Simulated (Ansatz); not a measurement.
Input:

MnBr2:
```
CELL_PARAMETERS angstrom
      1.92490     1.11134     6.32319
     -1.92490     1.11134     6.32319
      0.00000    -2.22268     6.32319
ATOMIC_POSITIONS crystal
  Mn 0.00000 0.00000 0.00000
  Br 0.74624 0.74624 0.74624
  Br 0.25376 0.25376 0.25376
```
The run is spin-polarised; directions of the spins, atom by atom: ↑ 0 0.

This is the r²SCAN+D4-relaxed structure.

Q: All from plane-wave PAW r²SCAN+D4 (Ansatz code), unless another level is named. Give the electron effective mass.

A: 0.62, 1.6, 4.2 mₑ (principal values).

Q: Predict the formation energy from the elements (no fitted shifts).

A: -1.24 eV/atom.

Q: Predict the band gap.

A: 2.51 eV (indirect).

Q: And the smallest direct gap on the standard path?

A: 2.60 eV.

Q: Give the conduction-band minimum.

A: at F (3 equivalent valleys).

Q: Next, the valence-band maximum?

A: at T.

Space group R-3m. The first step of the workflow began from a Materials Project structure, measured or hypothetical; the Crystallography Open Database copy checked does not list it. COD files the formula under space group No. 164. Its standing as an ambient phase is unchecked. The cell was relaxed with r²SCAN+D4 under the symmetry of its start; whether a distortion lowers the energy is not shown. Magnetic state: ferromagnetic, chosen from 4 collinear starts compared on coarse meshes (ties went to the first, and starts can fall back to one state), not a proven ground state. Other orbital occupations within this spin state were not tried. No Hubbard U is applied. The references are the lowest solids computed at this level, not always the standard phases. The manganese reference at this level is a Cmcm phase, not α-Mn. Scalar-relativistic: spin–orbit coupling is off unless named, which matters more the heavier the elements.

Potentials: the later of the program's two PAW sets.
